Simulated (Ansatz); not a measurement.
LaTeCl:
```yaml
crystal:
  lattice:
    - [4.56162, 0.00000, 0.00000]
    - [0.00000, 4.56162, 0.00000]
    - [0.00000, 0.00000, 8.31436]
  atoms:
    - { symbol: La, position: [0.00000, 0.50000, 0.75874] }
    - { symbol: La, position: [0.50000, 0.00000, 0.24126] }
    - { symbol: Te, position: [0.00000, 0.50000, 0.36124] }
    - { symbol: Te, position: [0.50000, 0.00000, 0.63876] }
    - { symbol: Cl, position: [0.00000, 0.00000, 0.00000] }
    - { symbol: Cl, position: [0.50000, 0.50000, 0.00000] }
```

Relaxed with r²SCAN. Special points in fractions of this cell's reciprocal vectors: Γ (0.000, 0.000, 0.000); X (0.000, 0.500, 0.000); M (0.500, 0.500, 0.000); Z (0.000, 0.000, 0.500); R (0.000, 0.500, 0.500); A (0.500, 0.500, 0.500).

**Question.** List the band energies nearest the valence-band maximum at these points for the program Ansatz at the r²SCAN level (PAW).

**Answer.** In eV from the valence-band maximum; about four levels below and three above (degenerate sets whole), none deeper than 8.9 eV; points with the same levels are listed once.

| k | below | above |
|---|---|---|
| Γ | -1.59 -1.59 -0.06 -0.06 0.00 | 0.98 2.06 2.29 |
| X | -1.62 -1.62 -1.12 -1.12 | 2.24 2.24 2.36 2.36 |
| M | -1.62 -1.62 -0.92 -0.92 | 2.21 2.21 2.36 2.36 |
| Z | -1.38 -1.38 -0.76 -0.21 -0.21 | 1.42 1.62 2.32 2.33 2.33 |
| R | -1.53 -1.53 -0.76 -0.76 | 2.21 2.21 2.34 2.34 |
| A | -1.24 -1.24 -0.96 -0.96 | 2.26 2.26 2.31 2.31 |

Space group P4/nmm. The first step of the workflow began from a Materials Project structure, measured or hypothetical; the Crystallography Open Database copy checked does not list it. Whether it is the stable phase at ambient conditions was not checked. Symmetry was held in the r²SCAN relaxation; its stability against distortions is not shown here. Scalar-relativistic: spin–orbit coupling is off unless named, which matters more the heavier the elements.

Potentials: the later of the program's two PAW sets.
